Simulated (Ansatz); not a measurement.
# Formation energy of ScPt in the CsCl-type structure

Computed with Ansatz (plane waves, PAW, 420 eV cutoff): PBEsol, scalar-relativistic, no spin polarisation, Γ-centred 10×10×10 mesh, 0.05 eV Gaussian smearing; PAW files: Ansatz's generated set soft_2.

The start was a prototype's sites filled with these elements; the Crystallography Open Database holds the compound in this structure.

Symmetry: Pm-3m, No. 221, cubic system. The conventional cell has a = 3.262 Å, b = 3.262 Å, c = 3.262 Å, α = 90.00°, β = 90.00°, γ = 90.00°. Sc (site symmetry m-3m) is surrounded by 8 Pt at 2.82 Å. Around Pt (site symmetry m-3m) lie 8 Sc at 2.82 Å. (Neighbours are counted to 15 % beyond the shortest distance.)

The elements were computed in their standard states with the same datasets, cutoff and functional. Absolute energies hang on the potentials; compare differences alone.

Energy of the relaxed cell (2 atoms, smearing extrapolated to zero): -14497.586 eV. Elements, in eV/atom: Sc -2111.370, Pt -12383.816.

Q: What is the formation energy?

A: [-14497.586 − (1 × -2111.370 + 1 × -12383.816)] / 2 = -1.20 eV/atom, or -116 kJ per mole of atoms.

The value is for 0 K, without zero-point energy. A negative value shows stability against the elements alone, not against other compounds or structures.

With 29 valence electrons in the calculation's cell and no magnetic order, the bands, two electrons each, can't all be full or empty: band theory demands a metal. (Only strong correlation, outside this picture, could make a Mott insulator of it.)

For elements this heavy, spin–orbit coupling would shift levels and gaps; it isn't included here.
